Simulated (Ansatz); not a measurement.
**Ba2Tl5V3O12: changing the functional**

```
Ba V Tl O
1.0
     6.65272    0.04946    0.02017
     2.86070    8.36464    0.00384
     2.68279    2.46936    9.19569
Ba V Tl O
2 3 5 12
Direct
  0.80419 0.04665 0.02264
  0.21205 0.95157 0.34012
  0.74540 0.70796 0.33582
  0.25963 0.26599 0.03225
  0.04074 0.07695 0.66106
  0.25636 0.39847 0.35003
  0.58966 0.34866 0.60553
  0.57327 0.88069 0.66842
  0.74552 0.49664 0.11648
  0.11891 0.64206 0.74303
  0.28433 0.09717 0.54175
  0.85350 0.49575 0.34386
  0.40255 0.20448 0.17282
  0.88414 0.05377 0.55967
  0.14017 0.47956 0.98899
  0.54627 0.73631 0.48712
  0.90594 0.24279 0.73262
  0.61543 0.80058 0.18857
  0.05538 0.16451 0.10164
  0.08209 0.90404 0.80708
  0.44178 0.20123 0.89187
  0.94269 0.80417 0.30862
```

The cell comes from a database or a generator and needn't be the stable form of this composition.

Kept alike: task band structure; k mesh 4 × 3 × 2; occupations fermi-dirac, width 0.05 eV; collinear spin, ferromagnetic start. Program: Ansatz, all-electron LAPW, scalar-relativistic. The mesh is that of the run's cell of 22 atoms. No spin-orbit coupling.

| functional | band gap (eV) | pressure (GPa) |
| --- | --- | --- |
| LDA | 2.813 | -4.83 |
| PBEsol | 2.859 | -2.58 |
| RPBE | 2.988 | 2.13 |
| revPBE | 2.975 | 1.61 |

Pressure is positive in compression. Spin-orbit coupling, left out here, moves the band edges of heavy atoms and can close or invert small gaps. The moments vanished: the runs ended non-magnetic. Gaps are the smaller of the mesh's and the band path's.

What does the functional change here?

The band gap runs from 2.813 (LDA) to 2.988 eV (RPBE). The pressure runs from -4.83 (LDA) to 2.13 GPa (RPBE).
